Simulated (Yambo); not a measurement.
One stored BSE kernel of dimension 648 for AlAs (zinc blende, space group F-43m, No. 216) (Yambo, PBEsol bands; 6×6×6 mesh, 3 valence and 1 conduction bands, static screening with 25 bands and a 4 Ry block, scissor 1.12 eV, Tamm-Dancoff; broadening 0.15 eV; field along x), solved in several ways.

```json
[
 {"solver": "Haydock, threshold 2 %", "iterations": "6", "largest change of Im ε (% of its maximum)": "48", "rough time": "within a factor of two"},
 {"solver": "Haydock, threshold 0.5 %", "iterations": "8", "largest change of Im ε (% of its maximum)": "38", "rough time": "within a factor of two"},
 {"solver": "Haydock, threshold 0.1 %", "iterations": "21", "largest change of Im ε (% of its maximum)": "6.6", "rough time": "within a factor of two"},
 {"solver": "Haydock, threshold 0.005 %", "iterations": "36", "largest change of Im ε (% of its maximum)": "0.2", "rough time": "1"},
 {"solver": "SLEPc, lowest 10 states", "iterations": "–", "largest change of Im ε (% of its maximum)": "no full spectrum", "rough time": "within a factor of two"},
 {"solver": "SLEPc, lowest 60 states", "iterations": "–", "largest change of Im ε (% of its maximum)": "no full spectrum", "rough time": "within a factor of two"},
 {"solver": "full diagonalisation", "iterations": "–", "largest change of Im ε (% of its maximum)": "reference", "rough time": "within a factor of two"}
]
```

Haydock gives the spectrum without eigenstates, SLEPc the lowest states alone, full diagonalisation everything at a cost that grows as the cube of the dimension. Times include reading the kernel. Times are rough ratios from shared machines. Mesh and scissor weren't tested; the rows compare only with each other.

Spin-orbit coupling is not included.

Geometry relaxed with PBEsol; primitive cell a = b = c = 4.013 Å, α = β = γ = 60.00°.
